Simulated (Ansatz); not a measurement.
Question: Each is relaxed and computed with r²SCAN in the plane-wave PAW code Ansatz. Which is the only one with a gap?
(A) CeCoSi, P4/nmm (Ce on 2c, Co on 2a, Si on 2c)
(B) LiCoAs, P4/nmm (Li on 2c, Co on 2a, As on 2c)
(C) BiB, rock salt
(D) BiBrO, P4/nmm (Bi on 2c, Br on 2c, O on 2a)

Answer: D, BiBrO, P4/nmm (Bi on 2c, Br on 2c, O on 2a). BiBrO: gap 2.63 eV (indirect); LiCoAs: metal; BiB: metal; CeCoSi: metal. Caveat: open 4f shells can settle in a state that is not the lowest. Spin orders computed, not proven ground states: CeCoSi, P4/nmm (Ce on 2c, Co on 2a, Si on 2c) ferrimagnetic. Constructed cells (a structure type filled with these elements, in neither database checked): BiB, rock salt. Standing as an ambient phase not checked: BiBrO, P4/nmm (Bi on 2c, Br on 2c, O on 2a); LiCoAs, P4/nmm (Li on 2c, Co on 2a, As on 2c); CeCoSi, P4/nmm (Ce on 2c, Co on 2a, Si on 2c). Weakly bound layers, chains or molecules computed without a dispersion correction, so cells and soft constants are ill determined: BiBrO, P4/nmm (Bi on 2c, Br on 2c, O on 2a). All cells were relaxed under the symmetry of their starts (and spin orders); stability against distortions was not tested throughout. Rows with no word on spin ran without spin polarisation. No Hubbard U is applied. Spin–orbit coupling is left out wherever it is not named.

Potentials: the later of the program's two PAW sets.
